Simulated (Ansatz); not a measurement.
**Structures of Al₂Ga: which is lowest?**

Plane-wave DFT in Ansatz with scalar-relativistic PAW potentials, cutoff 420 eV, Γ-centred meshes chosen by cell and gap, Gaussian smearing with energies taken to zero width. Every cell was relaxed (cell and atoms) in a run of its own, within the symmetry of its start. Functional: PBE.

Relaxed structures (starts from databases or built by putting these elements on another compound's sites):
A. Fm-3m, 3 atoms in the computed cell, a = 6.149 Å; sites (symmetry × multiplicity) Al -43m × 8, Ga m-3m × 4; start: built
B. P6/mmm, 3 atoms in the computed cell, a = 4.670 Å, c = 2.908 Å; sites (symmetry × multiplicity) Al -6m2 × 2, Ga 6/mmm × 1; start: built
C. Cmcm, 6 atoms in the computed cell, a = 8.593 Å, b = 4.965 Å, c = 4.873 Å; sites (symmetry × multiplicity) Al ..m × 8, Ga m2m × 4; start: built

**Question.** Rank them by energy. Could pressure change the order?

**Answer.**
| structure | group | E − E(lowest) (meV/atom) | V (Å³/atom) | gap on mesh (eV) |
| --- | --- | --- | --- | --- |
| C | Cmcm | 0.0 | 17.32 | 0.00 |
| A | Fm-3m | 59 | 19.37 | 0.00 |
| B | P6/mmm | 91 | 18.31 | 0.00 |

C is lowest, 59 meV/atom under A. The lowest is also the densest of these, so pressure wouldn't bring one of the others in at first order. Other structures may lie lower than all of these, and vibrations aren't counted.